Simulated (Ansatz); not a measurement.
Be$_{5}$Au:
```
Be5Au
1.0
    0.00000     3.03604     3.03604
    3.03604     0.00000     3.03604
    3.03604     3.03604     0.00000
Be Au
5 1
Cartesian
  2.27855   3.79354   3.79354
  2.27855   2.27855   2.27855
  3.79354   3.79354   2.27855
  3.79354   2.27855   3.79354
  4.55407   4.55407   4.55407
  0.00000   0.00000   0.00000
```

Relaxed with PBEsol. Special points in fractions of this cell's reciprocal vectors: Γ (0.000, 0.000, 0.000); X (0.500, 0.000, 0.500); U (0.625, 0.250, 0.625); K (0.375, 0.375, 0.750); L (0.500, 0.500, 0.500); W (0.500, 0.250, 0.750).

List the band energies nearest the Fermi level at these points for DFT-PBEsol with spin–orbit coupling in the program Ansatz with PAW potentials.

In eV from the Fermi level; about four levels below and three above (degenerate sets whole), none deeper than 8.9 eV; points with the same levels are listed once.

```csv
k,below,above
Γ,-1.40 -1.40 -1.40 -1.40,1.49 1.49 1.53 1.53
X,-3.48 -3.48 -1.57 -1.57,4.26 4.26 5.07 5.07
U,-2.93 -2.93 -0.44 -0.44,2.56 2.65 3.09
L,-2.97 -2.97 -2.58 -2.58,0.66 0.66 0.97 0.97
W,-1.44 -1.41 -1.04 -0.91,1.97 2.03 2.55
```

Space group F-43m. The workflow started from a Materials Project entry (that database holds measured and hypothetical structures alike); the Crystallography Open Database files this formula in space group No. 216, but the cells were not matched. Its standing as an ambient phase is unchecked. The PBEsol relaxation kept the symmetry of its start; whether a distortion lowers the energy is not shown.

Potentials: the later of the program's two PAW sets.
